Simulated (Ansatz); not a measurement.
LiC:
```
CELL_PARAMETERS angstrom
     -1.78652     2.40254     2.65237
      1.78652    -2.40254     2.65237
      1.78652     2.40254    -2.65237
ATOMIC_POSITIONS crystal
  Li 0.73856 0.23856 0.50000
  Li 0.26144 0.76144 0.50000
  C  0.86921 0.00000 0.86921
  C  0.13079 0.00000 0.13079
```

Relaxed with PBEsol.

Map the valence electron density (e/Å³), cut off at 1 on the plane through (0.739, 0.239, 0.500) spanned by u = [1, 1, 0] and v = [1, 0, 1] in lattice vectors, from DFT-PBEsol in the program Ansatz with PAW potentials.

x is the fraction of u, y of v (the angle between them is 90°; rows are the nearest grid lines); atoms in the plane: Li at (0.00, 0.00), Li at (0.52, 0.00), C at (0.76, 0.37), C at (0.76, 0.63).
```
y \ x   0.000  0.0741  0.185  0.259  0.370  0.444  0.556  0.630  0.741  0.815  0.926   1.00
------  -----  ------  -----  -----  -----  -----  -----  -----  -----  -----  -----  -----
1.00     1.00    1.00  0.061  0.062  0.076   1.00   1.00  0.506  0.079  0.077   1.00   1.00
0.917    1.00   0.523  0.055  0.059  0.060  0.425   1.00  0.162  0.139  0.131  0.549   1.00
0.833   0.093   0.053  0.045  0.048  0.043  0.051  0.118  0.215  0.423  0.378  0.163  0.093
0.750   0.098   0.044  0.034  0.035  0.034  0.042  0.156  0.452   1.00   1.00  0.284  0.098
0.708   0.112   0.045  0.029  0.029  0.029  0.043  0.184  0.595   1.00   1.00  0.354  0.112
0.625   0.126   0.044  0.020  0.018  0.023  0.042  0.214  0.728   1.00   1.00  0.426  0.126
0.542   0.126   0.043  0.015  0.013  0.019  0.040  0.214  0.723   1.00   1.00  0.423  0.126
0.458   0.126   0.043  0.015  0.013  0.019  0.040  0.214  0.723   1.00   1.00  0.423  0.126
0.375   0.126   0.044  0.020  0.018  0.023  0.042  0.214  0.727   1.00   1.00  0.426  0.126
0.292   0.112   0.045  0.029  0.029  0.029  0.043  0.184  0.594   1.00   1.00  0.355  0.112
0.250   0.098   0.044  0.034  0.035  0.034  0.043  0.156  0.452   1.00   1.00  0.284  0.098
0.167   0.093   0.053  0.045  0.048  0.043  0.051  0.118  0.215  0.423  0.378  0.163  0.093
0.0833   1.00   0.515  0.055  0.059  0.060  0.432   1.00  0.164  0.139  0.131  0.557   1.00
0.000    1.00    1.00  0.061  0.062  0.076   1.00   1.00  0.506  0.079  0.077   1.00   1.00
```

The density is the valence pseudo-density with augmentation charge, so density and ELF within about 1 Å of a nucleus are not all-electron values.

Space group Immm. The first step of the workflow began from a Materials Project structure, measured or hypothetical; the Crystallography Open Database files this formula in space group No. 71, but the cells were not matched. Whether it is the stable phase at ambient conditions was not checked. The PBEsol relaxation kept the symmetry of its start; its stability against distortions is not shown here.

Potentials: the later of the program's two PAW sets.
